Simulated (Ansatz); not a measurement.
## Computed properties of AlGaN₂

AlGaN₂:
```yaml
crystal:
  lattice:
    - [3.11925, 0.00000, 0.00000]
    - [-1.55963, 2.70135, 0.00000]
    - [0.00000, 0.00000, 5.05310]
  atoms:
    - { symbol: Al, position: [0.00000, 0.00000, 0.99948] }
    - { symbol: Ga, position: [0.66667, 0.33333, 0.49717] }
    - { symbol: N, position: [0.66667, 0.33333, 0.11287] }
    - { symbol: N, position: [0.00000, 0.00000, 0.62686] }
```

Space group P3m1 (No. 156); conventional cell a = b = 3.119 Å, c = 5.053 Å, α = β = 90.00°, γ = 120.00°.

Method: LDA in the plane-wave PAW code Ansatz. Geometry: relaxed at this level of theory. Other levels are named where they apply.

Cell and energy:

```json
{
  "volume_per_atom": "10.64 Å³",
  "density": "4.86 g/cm³",
  "Formation energy from the elements (no fitted shifts)": "-1196 meV/atom"
}
```

Electronic structure:

```json
{
 "band_gap": "3.09 eV (direct)",
 "valence_band_maximum": "at Γ",
 "conduction_band_minimum": "at Γ",
 "electron_effective_mass": "0.25 mₑ (isotropic)",
 "Hole effective mass, band 1 of 2 at the edge": "2.1 along x, 3.4 along z (mₑ)",
 "Hole effective mass, band 2 of 2 at the edge": "0.27 along x, 3.4 along z (mₑ)"
}
```

Mechanics:

```json
{
 "Bulk modulus (Birch–Murnaghan fit)": "207 GPa",
 "Pressure derivative B′": "4.1",
 "Elastic constants (relaxed ions, GPa)": "C11 = 382, C12 = 141, C13 = 104, C14 = 2.3, C33 = 402, C44 = 102",
 "mechanical_stability": "stable (all eigenvalues of C positive)",
 "hill_bulk_and_shear_moduli": "207 and 118 GPa",
 "Young's modulus": "297 GPa",
 "Poisson's ratio": "0.26",
 "debye_temperature_from_the_elastic_constants": "740 K",
 "Piezoelectric stress constants (proper, relaxed ions, C/m²)": "e15 = e24 = 0.35, e16 = e21 = -0.03, e22 = 0.03, e31 = e32 = 0.55, e33 = -1.14"
}
```

Dielectric response:

```json
{
  "Electronic dielectric constant ε∞ (DFPT)": "4.97 (xx = yy), 5.15 (zz)",
  "Static dielectric constant ε0 (ions relaxed, cell fixed)": "8.84 (xx = yy), 9.96 (zz)",
  "Born charges (a third of the trace)": "Al +2.62, Ga +2.58, N -2.65 to -2.55 e",
  "Largest static χ(2) component": "2.9 pm/V"
}
```

Phonons:

```json
{
  "Highest zone-centre frequency (without LO–TO term)": "716 cm^-1",
  "zone_centre_stability": "no imaginary mode at Γ",
  "dynamical_stability_on_the_path": "stable (no imaginary branch)",
  "zero_point_energy": "88.0 meV/atom",
  "Vibrational entropy at 300 K": "13.2 J/(K·mol of atoms)"
}
```

The workflow started from a Materials Project entry (that database holds measured and hypothetical structures alike); the Crystallography Open Database copy checked does not list it. With Al and Ga taken as one species the cell has the higher symmetry P6_3mc, so it may be an ordered model of a mixed-site phase. Its standing as an ambient phase is unchecked. Symmetry was held in the LDA relaxation. Signs of piezoelectric constants follow the polarity of the cell as given. The references are the lowest solids computed at this level, not always the standard phases (solids in place of the gases). Spin–orbit coupling is left out wherever it is not named.

Potentials: the later of the program's two PAW sets.
